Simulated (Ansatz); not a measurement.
## Relaxing a structure of ZnSnP2

The start is a relaxed ZnSnP2 cell displaced along its unstable phonon at q = (½, 0, 0) of its primitive reciprocal cell (87i cm⁻¹), largest move 0.15 Å. The cell and all atomic positions are relaxed at zero pressure with PBEsol (plane waves to 420 eV, PAW, scalar-relativistic; Ansatz, an electronic-structure program). The first steps use a coarse 5×7×7 k-mesh.

Initial structure:
```yaml
crystal:
  lattice:
    - [7.24055, 0.00000, 0.00000]
    - [0.00000, 2.52443, 5.10796]
    - [0.00000, -2.52443, 5.10796]
  atoms:
    - { symbol: P, position: [0.25000, 0.43478, 0.84403] }
    - { symbol: P, position: [0.75000, 0.45185, 0.88454] }
    - { symbol: P, position: [0.25000, 0.88454, 0.45185] }
    - { symbol: P, position: [0.75000, 0.84403, 0.43478] }
    - { symbol: Zn, position: [0.00000, 0.10717, 0.10717] }
    - { symbol: Zn, position: [0.50000, 0.10717, 0.10717] }
    - { symbol: Sn, position: [0.25000, 0.39109, 0.38496] }
    - { symbol: Sn, position: [0.75000, 0.38496, 0.39109] }
```

### Question
What is the largest force in the starting geometry, and on which atom (counted from 1)?

### Answer
0.17 eV/Å, on P1, P4 (atoms numbered as listed).

### Question
By how much does the energy per atom fall from start to end?

### Answer
0.02 eV/atom.

### Question
Is the parent structure recovered?

### Answer
It does not go back: it reaches Ama2 (No. 40), 0.02 eV/atom below the parent.

### Question
How do the shortest distances between atoms change?

### Answer
The closest pairs of elements (up to four, under 3.6 Å), start → end: P–P 2.15 → 2.16 Å; P–Zn 2.37 → 2.37 Å; P–Sn 2.67 → 2.59 Å; Sn–Zn 3.39 → 3.25 Å.

### Question
Is the relaxed structure metallic? Give its gap.

### Answer
Zero (metallic).

Final values are on a 7×10×10 k-mesh of the relaxed cell. No spin polarisation in the result.

The run could not lose the symmetry of its start, so the end can be a saddle point.

The relaxed structure here is a generated cell of ZnSnP2: the first start was made by placing the elements on the sites of a structure type, and the end was not matched to a known phase here, so it may be hypothetical.
